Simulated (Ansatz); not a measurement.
SnO$_{2}$ (rutile)

```
SnO2
1.0
    4.82754     0.00000     0.00000
    0.00000     4.82754     0.00000
    0.00000     0.00000     3.23815
Sn O
2 4
Direct
  0.00000   0.00000   0.00000
  0.50000   0.50000   0.50000
  0.30658   0.30658   0.00000
  0.80658   0.19342   0.50000
  0.19342   0.80658   0.50000
  0.69342   0.69342   0.00000
```

In this cell atom 3 (O, nearest neighbour Sn at 2.089 Å; its periodic images, 3.2 Å or more away, move with it) is moved by s along Cartesian [110], unit vector (0.707, 0.707, 0.000); all other atoms and the cell stay fixed.

Calculation: PBE (plane waves to 420 eV, PAW, scalar-relativistic; Ansatz, a first-principles code). k mesh 6×6×8 (Γ-centred), Fermi-Dirac smearing 0.05 eV. Left out: 1 of 11 points, with atoms too close for the PAW data. F∥ is the force on the atom along that direction. SnO2 was relaxed with its symmetry unable to fall. 

| s (Å) | F∥ (eV/Å) |
|---|---|
| -0.504 | 23.742 |
| -0.378 | 13.011 |
| -0.252 | 6.743 |
| -0.126 | 2.819 |
| 0.000 | 0.000 |
| 0.126 | -2.409 |
| 0.252 | -4.779 |
| 0.378 | -7.272 |
| 0.504 | -9.910 |
| 0.630 | -12.611 |

### Question
What is the force constant k = d²E/ds² of this move at s = 0?

### Answer
20.0 eV/Å². The forces along the line at the two nearest points give (2.819 − (-2.409)) / (2·0.126) = 20.75 eV/Å²; the next pair corrects for the finite step.

(A displaced cell: forces are minus the slopes of the energy, force constants its curvatures, and phonons follow from these.)
